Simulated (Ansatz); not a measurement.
Property card for SrHfN₂

SrHfN₂:
```yaml
crystal:
  lattice:
    - [6.38617, 0.00000, 0.00000]
    - [0.00000, 7.89353, 0.00000]
    - [0.00000, 0.00000, 5.75227]
  atoms:
    - { symbol: Sr, position: [0.58285, 0.87927, 0.97669] }
    - { symbol: Sr, position: [0.41715, 0.12073, 0.47669] }
    - { symbol: Sr, position: [0.91715, 0.37927, 0.47669] }
    - { symbol: Sr, position: [0.08285, 0.62073, 0.97669] }
    - { symbol: Hf, position: [0.06477, 0.12631, 0.99539] }
    - { symbol: Hf, position: [0.93523, 0.87369, 0.49539] }
    - { symbol: Hf, position: [0.43523, 0.62631, 0.49539] }
    - { symbol: Hf, position: [0.56477, 0.37369, 0.99539] }
    - { symbol: N, position: [0.61934, 0.83734, 0.42874] }
    - { symbol: N, position: [0.38066, 0.16266, 0.92874] }
    - { symbol: N, position: [0.88066, 0.33734, 0.92874] }
    - { symbol: N, position: [0.11934, 0.66266, 0.42874] }
    - { symbol: N, position: [0.54547, 0.40842, 0.34520] }
    - { symbol: N, position: [0.45453, 0.59158, 0.84520] }
    - { symbol: N, position: [0.95453, 0.90842, 0.84520] }
    - { symbol: N, position: [0.04547, 0.09158, 0.34520] }
```

Space group Pna2_1 (No. 33); conventional cell a = 6.3862 Å, b = 7.8935 Å, c = 5.7523 Å, α = 90.00°, β = 90.00°, γ = 90.00°.

Method: r²SCAN in the plane-wave PAW code Ansatz. Geometry: relaxed at this level of theory. Other levels are named where they apply.

Cell and energy:

| Property | Value |
|---|---|
| Volume per atom | 18.12 Å³ |
| Density | 6.74 g/cm³ |
| Formation energy from the elements (no fitted shifts) | -1.59 eV/atom |

Electronic structure:

| Item | Result |
|---|---|
| Band gap | 2.58 eV (direct) |
| Valence-band maximum | at Γ |
| Conduction-band minimum | at Γ |
| Electron effective mass | 0.39, 0.42, 0.42 mₑ (principal values) |
| Hole effective mass | 0.79, 0.97, 1.4 mₑ (principal values) |

Charges:

| Item | Result |
|---|---|
| Bader charges | Sr +1.48, Hf +2.26, N -1.89 to -1.85 e |

The start of the workflow was typed in or built on a structure type; neither database checked (COD, Materials Project) lists it. Whether it is the stable phase at ambient conditions was not checked. The cell was relaxed with r²SCAN under the symmetry of its start; whether a distortion lowers the energy is not shown. No spin polarisation was allowed. The references are the lowest solids computed at this level, not always the standard phases (solids in place of the gases). Spin–orbit coupling is left out wherever it is not named.

Potentials: the earlier of the program's two PAW sets.
